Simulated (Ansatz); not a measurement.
Re (hcp, Mg type)

```xyz
2
Lattice="2.7579 0.0000 0.0000 -1.3789 2.3884 0.0000 0.0000 0.0000 4.4628" Properties=species:S:1:pos:R:3 pbc="T T T"
Re     0.0000     1.5923     3.3471
Re     1.3789     0.7961     1.1157
```

The atoms are displaced by Q × the pattern below (from a DFPT mode at Γ, largest move 1; Q in Å), at fixed cell. It is one choice among 2 degenerate patterns.

```tsv
atom	x	y	z
Re1	0.000	1.000	0.000
Re2	0.000	-1.000	0.000
```

These are r2SCAN (plane waves to 500 eV, PAW, scalar-relativistic; Ansatz, a quantum-chemistry and plane-wave program) values and carry that method's errors. k mesh 19×19×11 (Γ-centred), Fermi-Dirac smearing 0.05 eV. E stands for the smeared free energy. With partly filled bands, energies and forces of such displacements shift with the k mesh and the smearing. Re is run without spin polarisation. Re was relaxed with its symmetry unable to fall. Spin-orbit coupling is left out, though Re is heavy. ΔE is measured from the undisplaced structure. The last digit holds for this mesh only.

```csv
Q (Å),ΔE (meV/cell)
-0.180,251.0
-0.150,179.6
-0.120,119.9
-0.090,69.5
-0.060,30.9
-0.030,7.7
0.000,0.0
0.030,7.7
0.060,withheld
0.090,72.2
0.120,130.2
0.150,206.7
0.180,303.8
```

Question: Fit a polynomial form (powers 2, 3, 4) to the given rows and predict ΔE at Q = 0.060.

Answer: Least squares on the 12 given rows: ΔE = (8754)·Q² + (4283)·Q³ + (-6187)·Q⁴, in meV/cell with Q in Å; root-mean-square residual 1.41 meV/cell. At 0.060 the fit gives 32.4 meV/cell; the calculation gives 31.4 meV/cell, so the interpolation is off by 1.0 (+3.2 %). The quadratic term alone would give 31.5 meV/cell.

(For displaced atoms, the force is minus the slope of the energy, and its curvature is a force constant, which sets phonon frequencies.)
